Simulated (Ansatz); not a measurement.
Sn:
```cif
data_Sn
_chemical_formula_sum 'Sn1'
_space_group_name_H-M_alt 'P 1'
_space_group_IT_number 1
_cell_length_a 3.40866
_cell_length_b 3.40866
_cell_length_c 3.40866
_cell_angle_alpha 123.218
_cell_angle_beta 123.218
_cell_angle_gamma 84.512
loop_
_space_group_symop_operation_xyz
  'x, y, z'
loop_
_atom_site_label
_atom_site_type_symbol
_atom_site_fract_x
_atom_site_fract_y
_atom_site_fract_z
_atom_site_occupancy
Sn1 Sn 0.00000 0.00000 0.00000 1
```

Relaxed with PBEsol.

Which orbitals make up the states near the Fermi level in plane-wave PAW PBEsol (Ansatz code)?

Within 0.5 eV of the Fermi level: Sn 5p 80 %, Sn 5s 16 %. Projections are on Löwdin-orthogonalised atomic valence shells; empty p or d shells of many metals are not among them.

Tabulate the density of states.

States/eV per cell of 1 atom, in 0.25 eV bins, energy from the Fermi level.

```
E (eV)  total  Sn 5p  Sn 5s
------  -----  -----  -----
-7.85    0.34   0.13   0.20
-7.60    0.35   0.14   0.22
-7.35    0.38   0.14   0.24
-7.10    0.41   0.14   0.27
-6.85    0.48   0.14   0.34
-6.60    0.48   0.13   0.35
-6.35    0.46   0.12   0.33
-6.10    0.44   0.11   0.32
-5.85    0.42   0.10   0.32
-5.60    0.39   0.08   0.31
-5.35    0.32   0.06   0.26
-5.10    0.24   0.04   0.19
-4.85    0.20   0.03   0.16
-4.60    0.24   0.08   0.16
-4.35    0.21   0.12   0.09
-4.10    0.19   0.17   0.02
-3.85    0.24   0.22   0.02
-3.60    0.29   0.26   0.03
-3.35    0.35   0.31   0.04
-3.10    0.45   0.39   0.06
-2.85    0.56   0.48   0.08
-2.60    0.65   0.54   0.10
-2.35    0.60   0.49   0.11
-2.10    0.52   0.41   0.11
-1.85    0.44   0.33   0.11
-1.60    0.46   0.34   0.11
-1.35    0.51   0.39   0.11
-1.10    0.51   0.40   0.10
-0.85    0.51   0.40   0.10
-0.60    0.51   0.40   0.09
-0.35    0.51   0.40   0.09
-0.10    0.52   0.42   0.09
0.15     0.53   0.43   0.08
0.40     0.55   0.45   0.08
0.65     0.57   0.47   0.08
0.90     0.59   0.49   0.07
1.15     0.61   0.51   0.07
1.40     0.63   0.53   0.06
1.65     0.65   0.55   0.06
1.90     0.72   0.61   0.06
2.15     0.71   0.61   0.05
2.40     0.70   0.60   0.05
2.65     0.69   0.60   0.05
2.90     0.70   0.61   0.04
3.15     0.69   0.60   0.04
3.40     0.67   0.58   0.04
3.65     0.64   0.56   0.03
3.90     0.62   0.54   0.03
4.15     0.60   0.53   0.03
4.40     0.58   0.51   0.02
4.65     0.57   0.50   0.02
```

Space group I4/mmm (body-centred tetragonal). This is a known high-pressure phase of the composition, computed here at zero pressure and temperature. The cell was relaxed with PBEsol under the symmetry of its start. At this level the phase is mechanically unstable. Spin–orbit coupling is left out wherever it is not named.

Potentials: the earlier of the program's two PAW sets. The files were generated under PBE; for other functionals the program regenerates the frozen cores, and for LDA and PBEsol the local potential too.
